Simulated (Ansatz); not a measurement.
A series in space group P4/mmm

All 4 crystals share space group P4/mmm (No. 123) and the same kinds of sites, 2 atoms in the primitive cell. They are database entries and needn't be the stable phases. The set is a selection: crystals with unstable modes on a coarse mesh or in a metal were left out. Cells are relaxed by PAW under the functional.

Quantity: harmonic phonons by finite displacements (negative means unstable), on a 2×2×2 q mesh. Level: PBEsol, PAW on Ansatz 0.2.0's default frozen-core files (fitted under PBE), scalar-relativistic.

```tsv
crystal	cell (conventional)	k mesh	smearing (eV)	highest mode (cm⁻¹)	lowest at X (cm⁻¹)	lowest at M (cm⁻¹)	lowest at Z (cm⁻¹)	lowest at R (cm⁻¹)	lowest at A (cm⁻¹)	lowest optical at Γ (cm⁻¹)	highest at Γ (cm⁻¹)
TiHg	a = 2.971, c = 4.048 Å	14×14×10	0.10	233	65.8	74.8	68.9	64.0	93.1	150	198
ZrHg	a = 3.112, c = 4.230 Å	12×12×10	0.05	208	65.9	78.5	69.4	62.0	95.3	115	150
HgPd	a = 3.022, c = 3.713 Å	12×12×10	0.10	171	70.8	75.2	74.8	45.2	97.0	127	167
CdPd	a = 3.001, c = 3.658 Å	12×12×10	0.05	?	?	?	?	?	?	?	?
```

**Question.** What did the calculation give for CdPd?

**Answer.** highest mode = 195 cm⁻¹, lowest at X = 103 cm⁻¹, lowest at M = 94.3 cm⁻¹, lowest at Z = 104 cm⁻¹, lowest at R = 47.8 cm⁻¹, lowest at A = 122 cm⁻¹, lowest optical at Γ = 150 cm⁻¹, highest at Γ = 186 cm⁻¹.

Limits of these numbers: frozen-core PAW files fitted under PBE, their cores solved anew for the functional of the run; responses of metals move with mesh and smearing; no spin-orbit coupling on heavy atoms (TiHg, ZrHg, HgPd).
